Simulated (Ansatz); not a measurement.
Structure relaxation, TiB2

The start is a relaxed TiB2 cell displaced along its unstable phonon at q = (½, ½, 0) of its primitive reciprocal cell (327i cm⁻¹), largest move 0.15 Å. A full variable-cell relaxation at zero pressure is run with PBE (plane waves to 420 eV, PAW, scalar-relativistic; Ansatz, a quantum-chemistry and plane-wave program). The first steps use a coarse 11×11×11 k-mesh.

Starting cell:
```yaml
crystal:
  lattice:
    - [0.00000, 5.09655, 5.09655]
    - [2.54827, 2.54827, 5.09655]
    - [2.54827, 2.54827, 0.00000]
  atoms:
    - { symbol: Ti, position: [0.98315, 0.01685, 0.01685] }
    - { symbol: Ti, position: [0.51685, 0.98315, 0.98315] }
    - { symbol: B, position: [0.02943, 0.22057, 0.27943] }
    - { symbol: B, position: [0.47057, 0.27943, 0.22057] }
    - { symbol: B, position: [0.02943, 0.72057, 0.77943] }
    - { symbol: B, position: [0.47057, 0.77943, 0.72057] }
```

```yaml
energy_released: 1.66 eV/atom
volume_change: -22.4 %, from 11.03 to 8.56 Å³/atom
relative_to_the_parent: "It does not go back: it reaches P6/mmm (No. 191), AFLOW prototype AB2_hP3_191_a_d (C32, as in AlB2), 1.72 eV/atom below the parent"
band_gap_at_the_end: no gap (metallic)
optimiser_moves: 21
```

Relaxed structure:

```cif
data_B2Ti
_chemical_formula_sum 'Ti1 B2'
_space_group_name_H-M_alt 'P6/mmm'
_space_group_IT_number 191
_space_group_name_Hall '-P 6 2'
_cell_length_a 3.03185
_cell_length_b 3.03185
_cell_length_c 3.22430
_cell_angle_alpha 90.000
_cell_angle_beta 90.000
_cell_angle_gamma 120.000
loop_
_atom_site_label
_atom_site_type_symbol
_atom_site_symmetry_multiplicity
_atom_site_Wyckoff_symbol
_atom_site_fract_x
_atom_site_fract_y
_atom_site_fract_z
_atom_site_occupancy
Ti1 Ti 1 a 0.00000 0.00000 0.00000 1
B1 B 2 d 0.33333 0.66667 0.50000 1
```

Final values are on a 18×18×14 k-mesh of the relaxed cell. No spin polarisation in the result.

The run could not lose the symmetry of its start.

Of the parent cell (Fm-3m (No. 225)): it is a generated cell of TiB2: the first start was made by placing the elements on the sites of a structure type, and the end was not matched to a known phase here, so it may be hypothetical. Known forms of TiB2 include space group No. 191.

The first start was generated by placing the elements on the sites of a structure type. A measured structure of TiB2 has the same space group, P6/mmm (No. 191); the sites were not compared with it.
